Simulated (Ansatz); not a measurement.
Ansatz (an electronic-structure program) input:

Ansatz 0.2 input:
```yaml
crystal:
  lattice:
    - [4.1320254183, 0.0, 0.0]
    - [0.0, 4.1320254183, 0.0]
    - [0.0, 0.0, 4.1320254183]
  atoms:
    - { symbol: Hf, position: [0.5, 0.5, 0.5] }
    - { symbol: Pb, position: [0.0, 0.0, 0.0] }
    - { symbol: O, position: [0.0, 0.5, 0.5] }
    - { symbol: O, position: [0.5, 0.0, 0.5] }
    - { symbol: O, position: [0.5, 0.5, 0.0] }
kpoints:
  mp_grid: { grid: [6, 6, 6] }
hamiltonian:
  xc: r2scan
  pseudopotentials: { kind: paw }
scf:
  occupations: { method: fixed }
output:
  optics: { e_range: [0.0, 15.0], de: 0.05, sigma: 0.1, bands: { spectra_wanted_up_to: 12 eV } }
```

Output (shortened):

```
output.optics: the spectra are integrated over the Brillouin zone by k·p interpolation around the k-points, where levels, occupations, output.optics.sigma and …
Pseudopotential: Hf, paw, valence charge 26
Pseudopotential: Pb, paw, valence charge 14
Pseudopotential: O, paw, valence charge 6
Functional definition: r2SCAN
Crystal: 5 atoms, lattice volume = 70.549 Å³
Basis set: ecut = 500 eV, 1791 PW (Γ), exchange–correlation on 128×128×128 points (64 copies of the dense FFT grid, shifted against one another)
Bands: 35, of which v1, the nominal top of the filled ones, is band 29 counted from 1 (28 counted from 0)
Symmetry: 48 space group operations
Space group: Pm-3m (ITA 221), of the structure as read, at distance tolerance 4.1e-5 Å
k-points: 20 of 216
SCF iter   1: F=—  HF=-29365.421288 eV  |F-HF|=—  |Δ(HF+E_count)|=         —  Δρ=9.85e-3  dr2=7.19e-2  dr2_τ=2.29e-1  ethr=1.77e-3  ⟨swp⟩=5.0  Hψ=2280  notcnv=0  defer=67
preconditioner: auto → Resta (q_TF=auto, 2.641 Å⁻¹)
SCF iter   2: F=—  HF=-29365.465252 eV  |F-HF|=—  |Δ(HF+E_count)|=   4.40e-2  Δρ=4.85e-3  dr2=1.38e-2  dr2_τ=1.86e-3  ethr=1.24e-4  ⟨swp⟩=2.0  Hψ=1488  notcnv=0  defer=72
SCF iter   3: F=—  HF=-29365.463242 eV  |F-HF|=—  |Δ(HF+E_count)|=   2.01e-3  Δρ=2.96e-3  dr2=4.05e-3  dr2_τ=3.99e-4  ethr=2.38e-5  ⟨swp⟩=2.0  Hψ=1056  notcnv=0  defer=74
SCF iter   4: F=—  HF=-29365.462606 eV  |F-HF|=—  |Δ(HF+E_count)|=   6.35e-4  Δρ=7.06e-4  dr2=5.51e-4  dr2_τ=8.01e-5  ethr=6.97e-6  ⟨swp⟩=2.0  Hψ=1058  notcnv=0  defer=74
SCF iter   5: F=—  HF=-29365.462525 eV  |F-HF|=—  |Δ(HF+E_count)|=   8.12e-5  Δρ=2.75e-4  dr2=3.71e-5  dr2_τ=4.21e-6  ethr=9.51e-7  ⟨swp⟩=2.0  Hψ=1054  notcnv=0  defer=63
SCF iter   6: F=—  HF=-29365.462520 eV  |F-HF|=—  |Δ(HF+E_count)|=   5.12e-6  Δρ=6.07e-5  dr2=2.50e-6  dr2_τ=2.55e-7  ethr=6.40e-8  ⟨swp⟩=2.0  Hψ=1118  notcnv=0  defer=39
SCF iter   7: F=—  HF=-29365.462523 eV  |F-HF|=—  |Δ(HF+E_count)|=   2.73e-6  Δρ=1.96e-5  dr2=2.57e-7  dr2_τ=2.15e-8  ethr=4.32e-9  ⟨swp⟩=2.0  Hψ=1176  notcnv=0  defer=32
SCF iter   8: F=—  HF=-29365.462523 eV  |F-HF|=—  |Δ(HF+E_count)|=   4.44e-9  Δρ=3.05e-6  dr2=5.56e-9  dr2_τ=2.81e-10  ethr=4.43e-10  ⟨swp⟩=2.0  Hψ=1035  notcnv=0  defer=32
SCF iter  10: F=-29365.462523 eV  HF=-29365.462523 eV  |F-HF|=7.28e-12  |Δ(HF+E_count)|=  6.55e-11  Δρ=1.27e-7  dr2=7.04e-12  dr2_τ=7.63e-13  ethr=1.00e-12  ⟨swp⟩=9.2  Hψ=2766  notcnv=0
SCF 1 converged in 10 iterations: F = -29365.462523 eV  dr2 = 7.04e-12
NSCF: frozen V_eff on 20 k-points
Optics k sum: 0 of 20 k-points
Optics k sum: 1 of 20 k-points
Optics k sum: 2 of 20 k-points
Optics k sum: 3 of 20 k-points
Optics k sum: 4 of 20 k-points
Optics k sum: 5 of 20 k-points
Optics k sum: 6 of 20 k-points
Optics k sum: 7 of 20 k-points
Optics k sum: 8 of 20 k-points
Optics k sum: 9 of 20 k-points
Optics k sum: 10 of 20 k-points
Optics k sum: 11 of 20 k-points
Optics k sum: 12 of 20 k-points
Optics k sum: 13 of 20 k-points
Optics k sum: 14 of 20 k-points
Optics k sum: 15 of 20 k-points
Optics k sum: 16 of 20 k-points
Optics k sum: 17 of 20 k-points
Optics k sum: 18 of 20 k-points
Optics k sum: 19 of 20 k-points
Optics k sum: 20 of 20 k-points
Optics k sum: 0 of 20 k-points
Optics k sum: 1 of 20 k-points
Optics k sum: 2 of 20 k-points
Optics k sum: 3 of 20 k-points
Optics k sum: 4 of 20 k-points
Optics k sum: 5 of 20 k-points
Optics k sum: 6 of 20 k-points
Optics k sum: 7 of 20 k-points
Optics k sum: 8 of 20 k-points
Optics k sum: 9 of 20 k-points
Optics k sum: 10 of 20 k-points
Optics k sum: 11 of 20 k-points
Optics k sum: 12 of 20 k-points
Optics k sum: 13 of 20 k-points
Optics k sum: 14 of 20 k-points
Optics k sum: 15 of 20 k-points
Optics k sum: 16 of 20 k-points
Optics k sum: 17 of 20 k-points
Optics k sum: 18 of 20 k-points
Optics k sum: 19 of 20 k-points
Optics k sum: 20 of 20 k-points
output.optics: what the bands over the 51 summed would add to eps1, eps2 and the energy-loss function is held between a lower and an upper bound (9 Lanczos …
SCF converged after 10 iterations
Free energy (F): -29365.462523 eV
Harris-Foulkes:  -29365.462523 eV  (|F-HF|=7.28e-12)
Internal energy: -29365.462523 eV  (E = F + TS)
E sigma→0 (E₀):  -29365.462523 eV
Fermi energy:    11.178855 eV
--- Per-component energies (eV) ---
  E_band       = -101.644855
  E_kinetic    = 1235.475924
  E_local      = -8201.327728  (includes V_loc(G=0)·N_el)
  E_nonlocal   = -753.241549
  E_hartree    = 3677.593141
  E_xc         = -713.971280
  E_vxc        = -757.442069  (∫ρ·V_xc dr)
  E_paw        = -17861.708099  (= ΣΔE_a)
  E_vpaw       = 974.591519  (= ΣTr[D̂ρ^β])
  E_aug_tail   = 0.002880  (compensation charges beyond the density's cutoff)
  E_vtau       = 45.109899  (kinetic-family band-sum trace: ∫τ·v_τ [+ j·A + Jᵃ·Aᵃ] dr)
  E_ewald      = -6749.477012
  E_core_change = 1.191202  (= ΣΔE_core)
  E_smearing   =  0.000000  (= −TS)
  E_closure    =  0.000000  (closes the sum)
  Σ components = -29365.462523   (vs F -29365.462523, Δ=0.00e0)
  [band-id]    e_kinetic+e_local+e_nonlocal+2·e_hartree+e_vxc+e_vpaw+e_augmentation_tail+e_vtau = -101.644844   (vs E_band -101.644855, Δ=1.11e-5)
--- Band table (eV; the first three rows and the last of 20) ---
  k-point 0: bands = ["-50.1687", "-18.2997", "-18.2997", "-18.2997", "-6.9264", "-6.2265", "-6.2265", "-5.0748", "-5.0748", "-5.0748", "-4.9924", "-4.9924", "1.4819", "1.4819", "1.4819", "1.5333", "1.5333", "1.5333", "1.5405", "5.0439", "8.4307", "8.4307", …
  k-point 1: bands = ["-50.1686", "-18.3427", "-18.2986", "-18.2986", "-6.8133", "-6.1980", "-6.0979", "-5.0802", "-5.0802", "-5.0744", "-5.0238", "-4.9794", "1.4835", "1.4835", "1.4985", "1.5331", "1.5360", "1.5360", "1.5404", "4.7864", "8.4849", "8.4849", …
  k-point 2: bands = ["-50.1682", "-18.4263", "-18.2963", "-18.2963", "-6.6483", "-6.1359", "-5.7668", "-5.0918", "-5.0909", "-5.0909", "-5.0735", "-4.9381", "1.4863", "1.4863", "1.5326", "1.5404", "1.5419", "1.5419", "1.5424", "4.3848", "7.6133", "8.5939", …
  k-point 19: bands = ["-50.1666", "-18.4559", "-18.4559", "-18.4559", "-5.6891", "-5.6891", "-5.6891", "-5.0478", "-5.0478", "-4.7016", "-4.7016", "-4.7016", "1.5337", "1.5541", "1.5541", "1.5541", "1.6241", "1.6241", "1.6241", "5.3427", "6.5730", "6.5730", …
```

Cost: roughly 40 core-seconds on shared cores.

The workflow started from a Materials Project entry (that database holds measured and hypothetical structures alike); the Crystallography Open Database copy checked does not list it. COD files the formula under space group No. 55. Its standing as an ambient phase is unchecked. Symmetry was held in the r²SCAN relaxation; whether a distortion lowers the energy is not shown. The run is not spin-polarised. Scalar-relativistic: spin–orbit coupling is off unless named, which matters more the heavier the elements.

Potentials: the later of the program's two PAW sets.

Ansatz is a plane-wave DFT program.
